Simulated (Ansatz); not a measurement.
Relax this structure to zero stress and force, keeping its symmetry:

```yaml
crystal:
  lattice:
    - [3.03180, 0.00000, 0.00000]
    - [-1.51590, 2.62562, 0.00000]
    - [0.00000, 0.00000, 3.22423]
  atoms:
    - { symbol: Ti, position: [0.00000, 0.00000, 0.00000] }
    - { symbol: B, position: [0.33333, 0.66667, 0.50000] }
    - { symbol: B, position: [0.66667, 0.33333, 0.50000] }
```

The calculation used DFT PBEsol, scalar-relativistic, plane waves, PAW in Ansatz.

Plane waves to 420 eV, a k mesh through Γ of 18×18×14 on the computed 3-atom cell and Gaussian smearing (0.10 eV); no spin polarisation.

Question: What does it relax to?

Answer: The volume falls by 0.18 Å³/atom to 8.37 Å³/atom, and the energy falls by 3.4 meV/atom. Final structure:
```
Ti B
1.0
     3.01722    0.00000    0.00000
    -1.50861    2.61299    0.00000
     0.00000    0.00000    3.18575
Ti B
1 2
Direct
  0.00000 0.00000 0.00000
  0.33333 0.66667 0.50000
  0.66667 0.33333 0.50000
```

Course of the relaxation (steps run on the plane waves of an earlier cell, and the basis is chosen afresh near the end, so energy and pressure can step there; trial steps that raised the energy were taken back; energies are free energies):

| step | E − E_final (meV/atom) | P (GPa) | V (Å³/atom) |
| --- | --- | --- | --- |
| 1 | 3.4 | -5.34 | 8.56 |
| 2 | 0.0 | -1.12 | 8.40 |
| 3 | -0.2 | 0.20 | 8.37 |
| 4 | -0.2 | 0.00 | 8.37 |
| 5 | 0.0 | -0.03 | 8.37 |

Cost: 1 run of about 0.46 core-minutes, on Arm Neoverse V2 (shared hosts).